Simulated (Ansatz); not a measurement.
Values for one crystal, relaxed and computed with PBEsol (plane waves, PAW; program Ansatz); other levels are named.

```yaml
volume_per_atom: 17.03 Å³
electronic_character: metallic (no gap)
Bulk modulus (Birch–Murnaghan fit): 1920 kbar
Gap with spin–orbit coupling: none (metallic)
highest_zone_centre_frequency: 143 cm⁻¹
Pressure derivative B′: 4.7
zone_centre_stability: no imaginary mode at Γ
```

### Question
Pick the material that matches.
A) MoPd, rock salt
B) MoW, CsCl type
C) ZrMo, rock salt
D) Bi2Mo, C2/m (Mo on 4i, Bi on 4i, Bi on 4i)

### Answer
A, MoPd, rock salt

Space group Fm-3m (rock salt). The start of the workflow was typed in or built on a structure type; neither database checked (COD, Materials Project) lists it. Its standing as an ambient phase is unchecked. The PBEsol relaxation kept the symmetry of its start. At this level the phase is mechanically unstable. The run is not spin-polarised. Its formation energy is positive at this level, so the cell may be metastable or incomplete. As this level gives no gap, phonon frequencies hold no LO–TO term and depend on the k-mesh and smearing (Fermi–Dirac, 0.1 eV here). Spin–orbit coupling is left out wherever it is not named.

Potentials: the earlier of the program's two PAW sets. The files were generated under PBE; for other functionals the program regenerates the frozen cores, and for LDA and PBEsol the local potential too.
